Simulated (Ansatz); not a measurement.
## Ge: frozen-core PAW against all-electron methods

```
Ge
1.0
     0.00000    2.82877    2.82877
     2.82877    0.00000    2.82877
     2.82877    2.82877    0.00000
Ge
2
Direct
  0.50000 0.50000 0.50000
  0.75000 0.75000 0.75000
```

Atoms are numbered in the order listed.

The conventional cell has a = 5.658 Å, b = 5.658 Å, c = 5.658 Å, α = 90.00°, β = 90.00°, γ = 90.00°. Around Ge (atom 1) lie 4 Ge at 2.45 Å.

Structure: COD 9011050, as refined from experiment and not relaxed.

All numbers are computed: DFT, PBEsol, PAW with Ansatz's default frozen-core files, scalar-relativistic (Ansatz 0.2.0); DFT, PBEsol, all-electron PAW with datasets made for the crystal, scalar-relativistic (Ansatz 0.2.0); DFT, PBEsol, all-electron LAPW, scalar-relativistic (Ansatz 0.2.0).

For PAW: a Γ-centred 11×11×11 k mesh, Fermi–Dirac smearing of 0.05 eV, cutoff 420 eV, no spin polarisation; the PAW files were made with PBE, and the program remakes their frozen cores for this functional. The crystal-made all-electron datasets (AE datasets) take a cutoff of 140 eV at this cell. LAPW targets a basis error of 0.5 meV/atom. The Ansatz runs share mesh, smearing and spin set-up. Plane-wave (PAW) pressures include the program's estimate of the Pulay term.

Stress and pressure are positive in compression.

Levels count from the Fermi level.

```csv
quantity,PAW,AE datasets,LAPW
pressure (GPa),0.66,0.66,0.66
highest filled level at Γ (eV),-0.023,-0.025,-0.025
lowest empty level at Γ (eV),2.504,2.504,2.504
highest filled level at U (eV),-2.667,-2.669,-2.669
lowest empty level at U (eV),1.052,1.052,1.052
highest filled level at K (eV),-2.667,-2.669,-2.669
lowest empty level at K (eV),1.052,1.052,1.052
```

PAW's pressure differs from the LAPW value by about 0.01 GPa or less.
